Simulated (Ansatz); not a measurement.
Total density of states per atom from the program Ansatz at the PBEsol level (PAW), in 0.25 eV bins, energy from the valence-band maximum:

```
E (eV) | states/eV/atom
    -7.85 | ##### 0.36
    -7.60 | ##### 0.38
    -7.35 | ##### 0.39
    -7.10 | ###### 0.47
    -6.85 | ##### 0.41
    -6.60 | ######## 0.58
    -6.35 | ############ 0.89
    -6.10 | ############################## 2.28
    -5.85 | ############################ 2.12
    -5.60 | ########################### 2.07
    -5.35 | ################ 1.22
    -5.10 | ############# 1.00
    -4.85 | ######## 0.62
    -4.60 | ####### 0.51
    -4.35 | #### 0.34
    -4.10 | #### 0.34
    -3.85 | #### 0.34
    -3.60 | ##### 0.38
    -3.35 | ###### 0.44
    -3.10 | ###### 0.48
    -2.85 | ####### 0.53
    -2.60 | ####### 0.53
    -2.35 | ###### 0.46
    -2.10 | ####### 0.52
    -1.85 | ####### 0.56
    -1.60 | ###### 0.47
    -1.35 | ######## 0.59
    -1.10 | ######## 0.62
    -0.85 | ####### 0.54
    -0.60 | ####### 0.56
    -0.35 | ######## 0.58
    -0.10 | ### 0.24
     0.15 |  0.00
     0.40 |  0.00
     0.65 |  0.00
     0.90 |  0.01
     1.15 |  0.03
     1.40 | # 0.04
     1.65 | # 0.06
     1.90 | # 0.07
     2.15 | # 0.09
     2.40 | # 0.10
     2.65 | ## 0.12
     2.90 | ## 0.15
     3.15 | ### 0.20
     3.40 | ### 0.24
     3.65 | #### 0.29
     3.90 | ##### 0.41
     4.15 | ##### 0.37
     4.40 | ##### 0.35
     4.65 | ##### 0.40
     4.90 | ##### 0.40
     5.15 | ##### 0.37
     5.40 | ### 0.21
```

### Question
Which compound is it?
A. ZrN, Pm-3m (Zr on 3c, N on 3d)
B. ZnSnN2, R-3m (Zn on 3a, Sn on 3b, N on 6c)
C. MgAl3N3O, Pm (Pearson symbol mP8)
D. AlSiCN, P3m1 (Pearson symbol hP8)

### Answer
B, ZnSnN2, R-3m (Zn on 3a, Sn on 3b, N on 6c). Top 1 eV of the valence band: N 2p 89 %. Bottom 1 eV of the conduction band: Sn 5s 34 %, Zn 4s 34 %, N 2p 17 %, N 2s 11 %. Projections are on Löwdin-orthogonalised atomic valence shells; empty p or d shells of many metals are not among them.

The start of the workflow was typed in or built on a structure type; neither database checked (COD, Materials Project) lists it. Its standing as an ambient phase is unchecked. The PBEsol relaxation kept the symmetry of its start. At this level the phase is mechanically unstable. Its formation energy is positive at this level, so the cell may be metastable or incomplete. Spin–orbit coupling is left out wherever it is not named.

Potentials: the earlier of the program's two PAW sets. The files were generated under PBE; for other functionals the program regenerates the frozen cores, and for LDA and PBEsol the local potential too.
